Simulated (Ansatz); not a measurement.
BiB (zinc blende), relaxed and computed with several functionals in Ansatz (plane waves, PAW). Much of their spread follows the volume that each gives.

```tsv
functional	V (Å³/atom)	highest Γ mode, no LO–TO term (cm⁻¹)
PBEsol	20.29	?
LDA	19.80	540
r²SCAN	20.68	534
PBE	21.04	516
```

**Question.** Fit a straight line to ln ω against ln V and predict the withheld value.

**Answer.** Least squares on the 3 shown rows: ln ω = -0.65 × ln V + (8.236), with a scatter of 1 %. For PBEsol this gives 533. The run itself gave 531, within the scatter.

Constructed cells (a structure type filled with these elements, in neither database checked): BiB, zinc blende. All cells were relaxed under the symmetry of their starts (and spin orders); stability against distortions was not tested throughout. Spin–orbit coupling is left out wherever it is not named.

Potentials: the later of the program's two PAW sets.

Ansatz (an electronic-structure program) is a plane-wave DFT program.
